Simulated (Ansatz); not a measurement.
The relaxed structure here is a generated cell of BeNi: the first start was made by placing the elements on the sites of a structure type, and the end was not matched to a known phase here, so it may be hypothetical.

The start is a generated cell, BeNi built in the AFLOW prototype AB_hP6_191_f_ad (B35, as in CoSn). A full variable-cell relaxation at zero pressure is run with PBE (plane waves to 420 eV, PAW, scalar-relativistic; Ansatz, an electronic-structure program). The first steps use a coarse 9×9×10 k-mesh.

The start:
```
CELL_PARAMETERS angstrom
      4.20453     0.00000     0.00000
     -2.10227     3.64123     0.00000
      0.00000     0.00000     3.39270
ATOMIC_POSITIONS crystal
  Ni 0.50000 0.00000 0.00000
  Ni 0.50000 0.50000 0.00000
  Ni 0.00000 0.50000 0.00000
  Be 0.00000 0.00000 0.00000
  Be 0.33333 0.66667 0.50000
  Be 0.66667 0.33333 0.50000
```
Spin-polarised start, with parallel moments on Ni.

How large is the pressure on the unrelaxed cell, and of which sign?

+69.2 GPa (positive: the cell is compressed).

By how much does the energy per atom fall from start to end?

0.50 eV/atom.

How does the volume change?

+29.8 %, from 8.66 to 11.23 Å³/atom.

How do the shortest distances between atoms change?

The closest pairs of elements (up to four, under 3.6 Å), start → end: Be–Ni 2.09 → 2.21 Å; Ni–Ni 2.10 → 2.36 Å; Be–Be 2.43 → 2.73 Å.

What band gap does the relaxed structure have at this level?

No gap (metallic).

What magnetic moments remain?

Zero (the starting moments vanished).

What does it relax into? Give the structure.


```cif
data_Be3Ni3
_chemical_formula_sum 'Ni3 Be3'
_space_group_name_H-M_alt 'P6/mmm'
_space_group_IT_number 191
_space_group_name_Hall '-P 6 2'
_cell_length_a 4.72676
_cell_length_b 4.72676
_cell_length_c 3.48330
_cell_angle_alpha 90.000
_cell_angle_beta 90.000
_cell_angle_gamma 120.000
loop_
_atom_site_label
_atom_site_type_symbol
_atom_site_symmetry_multiplicity
_atom_site_Wyckoff_symbol
_atom_site_fract_x
_atom_site_fract_y
_atom_site_fract_z
_atom_site_occupancy
Ni1 Ni 3 f 0.00000 0.50000 0.00000 1
Be1 Be 1 a 0.00000 0.00000 0.00000 1
Be2 Be 2 d 0.33333 0.66667 0.50000 1
```

The space group stays P6/mmm (No. 191) (the run could not lower it); the end is AFLOW prototype AB_hP6_191_f_ad (B35, as in CoSn), with 6 atoms in the primitive cell. Final values are on a 11×11×13 k-mesh of the relaxed cell. No spin polarisation in the result: the starting moments vanished. A magnetic state may lie lower.

The run could not lose the symmetry of its start; a randomly shaken copy of 12 atoms returns to this structure.

All atoms sit on sites fixed by symmetry, so only the cell could relax.
